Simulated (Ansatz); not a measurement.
The start is a generated cell, Ir placed in the beta-Sn structure type. The structure is fully relaxed (lattice and positions, P = 0) with r2SCAN (plane waves to 500 eV, PAW, scalar-relativistic; Ansatz, a program for electronic structure). The first steps use a coarse 14×14×14 k-mesh.

Starting cell:
```
Ir
1.0
   -2.38819     2.38819     1.30303
    2.38819    -2.38819     1.30303
    2.38819     2.38819    -1.30303
Ir
2
Cartesian
  0.00000   2.38819   0.65151
  0.00000   0.00000   0.00000
```

Q: By how much does the energy per atom fall from start to end?

A: 0.09 eV/atom.

Q: How does the volume per atom move from start to end?

A: +7.0 %, from 14.86 to 15.91 Å³/atom.

Q: How do the shortest distances between atoms change?

A: The closest pairs of elements (up to four, under 3.6 Å), start → end: Ir–Ir 2.48 → 2.51 Å.

Q: Is the relaxed structure metallic? Give its gap.

A: Zero (metallic).

Q: Write out the relaxed structure.

A: 
Space group I4₁/amd, origin choice 1 (No. 141); a = b = 4.8198 Å, c = 2.7394 Å, α = β = γ = 90.00°

```
atom  site  symmetry       x       y       z
----  ----  --------  ------  ------  ------
Ir      4a      -4m2  0.0000  0.0000  0.0000
```
(The calculation used a cell of 2 atoms; values per cell refer to that cell.)

The space group stays I4₁/amd (No. 141) (the run could not lower it); the end is AFLOW prototype A_tI4_141_a (A5, as in Sn), with 2 atoms in the primitive cell. Final values are on a 19×19×19 k-mesh of the relaxed cell. No spin polarisation in the result.

The run could not lower the symmetry of its start; a shaken copy of this end point relaxes with r2SCAN to Fm-3m (No. 225), 0.69 eV/atom lower.

The relaxed structure here is a generated cell of Ir: the first start was made by placing the elements on the sites of a structure type, and the end was not matched to a known phase here, so it may be hypothetical. Known forms of Ir include space group No. 225.
